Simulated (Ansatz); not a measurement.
Total density of states per atom from PBEsol (plane waves, PAW; program Ansatz), in 0.25 eV bins, energy from the Fermi level:

```
E (eV) | states/eV/atom
    -7.85 |  0.03
    -7.60 | # 0.04
    -7.35 | # 0.06
    -7.10 | # 0.07
    -6.85 | # 0.09
    -6.60 | ## 0.12
    -6.35 | ###### 0.36
    -6.10 | ############### 0.89
    -5.85 | #################### 1.20
    -5.60 | ######################## 1.42
    -5.35 | ############################## 1.77
    -5.10 | ########################## 1.54
    -4.85 | ######################## 1.40
    -4.60 | ################ 0.96
    -4.35 | ################## 1.06
    -4.10 | ############## 0.85
    -3.85 | ################### 1.10
    -3.60 | ##################### 1.23
    -3.35 | ###################### 1.31
    -3.10 | ##################### 1.27
    -2.85 | ############################## 1.77
    -2.60 | ###################### 1.31
    -2.35 | ########################## 1.53
    -2.10 | ############################ 1.65
    -1.85 | ######################## 1.41
    -1.60 | ######################## 1.40
    -1.35 | ##################### 1.22
    -1.10 | ################ 0.95
    -0.85 | ############### 0.90
    -0.60 | ################ 0.93
    -0.35 | ################### 1.11
    -0.10 | ################### 1.15
     0.15 | ################# 0.98
     0.40 | ############### 0.89
     0.65 | ################# 0.99
     0.90 | ################## 1.07
     1.15 | #################### 1.18
```

Question: Which of these materials gives this?
A) Ru, dhcp (α-La type)
B) WO3, P4/ncc (W on 4c, O on 8f, O on 4c)
C) Y5Ge3, P6_3/mcm (Y on 6g, Y on 4d, Ge on 6g)
D) VBiO4, C2 (V on 2a, Bi on 2b, O on 4c, O on 4c)

Answer: A, Ru, dhcp (α-La type). Within 0.5 eV of the Fermi level: Ru 4d 93 %. Projections are on Löwdin-orthogonalised atomic valence shells; empty p or d shells of many metals are not among them.

Space group P6_3/mmc (dhcp (α-La type)). The start of the workflow was typed in or built on a structure type. Its sites differ from those of the usual phase in this space group: another stacking or structure type. Symmetry was held in the PBEsol relaxation; of distortions, only those at the zone centre were tested. The run is not spin-polarised. Scalar-relativistic: spin–orbit coupling is off unless named, which matters more the heavier the elements.

Potentials: the later of the program's two PAW sets.
